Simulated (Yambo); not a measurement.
KPF6 (space group R-3, No. 148): one transition space (4×4×4 mesh, 17 valence and 7 conduction bands, Tamm-Dancoff) with different kernels in Yambo, on PBEsol orbitals; field along x. BSE alone uses the static screening with 65 bands and a 3 Ry block; its scissor and those of RPA and TDDFT come from G0W0, that of the TDHF-type run from bare exchange. Axes are Cartesian, with cell vectors (Å) (3.56, 2.05, 2.33), (-3.56, 2.05, 2.33), (0.00, -4.11, 2.33).

| kernel | scissor (eV) | direct gap with it (eV) | lowest state (eV) |
|---|---|---|---|
| BSE (screened electron-hole attraction) | 4.76 | 12.27 | ? |
| TDHF-type (unscreened attraction, exchange-only scissor) | 13.14 | 20.64 | ? |
| RPA (no attraction) | 4.76 | 12.27 | 12.27 (dark) |

**Question.** Complete the blanks.

**Answer.** 
- BSE (screened electron-hole attraction), lowest state (eV): 9.56 (dark)
- TDHF-type (unscreened attraction, exchange-only scissor), lowest state (eV): 14.59 (dark)

RPA leaves the lowest state at the direct gap: no bound exciton. These are vertical excitations (zero momentum). Spin singlets only. Strong means a line over 3 % of the spectrum's maximum, dark under 0.03 %. Absolute energies carry the error of the G0W0 scissor, whose convergence isn't established; the long-wavelength screening was taken along (1,1,1) although the crystal is anisotropic. On a 2×2×2 mesh the BSE binding is 2.89 eV.

Geometry of the Materials Project entry, not relaxed at this level; primitive cell a = 4.723 Å, b = 4.723 Å, c = 4.723 Å, α = 97.80°, β = 97.80°, γ = 97.80°.

The structure is a Materials Project entry; no match was found in the copy of COD used, and its stability was not checked.
